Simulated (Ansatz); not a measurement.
C (diamond)

```xyz
4
Lattice="0.0000 3.5716 3.5716 1.7858 0.0000 1.7858 1.7858 1.7858 0.0000" Properties=species:S:1:pos:R:3 pbc="T T T"
C      1.7858     1.7858     1.7858
C      1.7858     3.5716     3.5716
C      2.6787     2.6787     2.6787
C      2.6787     4.4645     4.4645
```

A phonon eigenvector at L = (0.5, 0.0, 0.0) is frozen into this cell: atom i moves by Q times the vector below, so Q is the largest atomic displacement, in Å. The cell is held. It is one choice among 2 degenerate patterns. (q is in reciprocal vectors of the primitive cell; the cell shown is doubled to hold the pattern.)

```
atom       x       y       z
----  ------  ------  ------
C1     0.285  -0.520   0.805
C2    -0.285   0.520  -0.805
C3    -0.285   0.520  -0.805
C4     0.285  -0.520   0.805
```

All values below come from PBE (plane waves to 420 eV, PAW, scalar-relativistic; Ansatz, an electronic-structure program). k mesh 8×16×16 (Γ-centred), Fermi-Dirac smearing 0.05 eV. The energy includes the smearing's −TS. Compression counts positive. C was relaxed with its symmetry unable to fall. The PAW data are Ansatz's earlier set. ΔE is measured from the undisplaced structure.

| Q (Å) | ΔE (meV/cell) | P (GPa) |
|---|---|---|
| -0.100 | … | … |
| -0.083 | 870 | 10.8 |
| -0.067 | 558 | 6.9 |
| -0.050 | 314 | 3.9 |
| -0.033 | 139 | … |
| -0.017 | 35 | 0.4 |
| 0.000 | 0 | 0.0 |
| 0.017 | 35 | 0.4 |
| 0.033 | 139 | … |
| 0.050 | 314 | 3.9 |
| 0.067 | 558 | 6.9 |
| 0.083 | 870 | 10.8 |
| 0.100 | … | … |

**Question.** Fill in the missing entries.

**Answer.** 
- -0.100, ΔE (meV/cell): 1252
- -0.100, P (GPa): 15.6
- -0.033, P (GPa): 1.7
- 0.033, P (GPa): 1.7
- 0.100, ΔE (meV/cell): 1252
- 0.100, P (GPa): 15.6

(A displaced cell: forces are minus the slopes of the energy, force constants its curvatures, and phonons follow from these.)
